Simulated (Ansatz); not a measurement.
**Question.** Name crystals whose computed values (r²SCAN in the plane-wave PAW code Ansatz) fall in these windows: electron conductivity mass (mₑ) 0.28 to 0.41; B₀ by P(V) fit (GPa) 77 to 100; gap (eV) 2.0 to 2.7.

**Answer.** 

| crystal | electron conductivity mass (mₑ) | B₀ by P(V) fit (GPa) | gap (eV) |
|---|---|---|---|
| Ba3In2O5F2, I4/mmm (Pearson symbol tI24) | 0.35 | 94.1 | 2.42 |
Others may fit too.

Standing as an ambient phase not checked: Ba3In2O5F2, I4/mmm (Pearson symbol tI24). The cell was relaxed under the symmetry of its start. Spin–orbit coupling is left out wherever it is not named.

Potentials: the later of the program's two PAW sets.
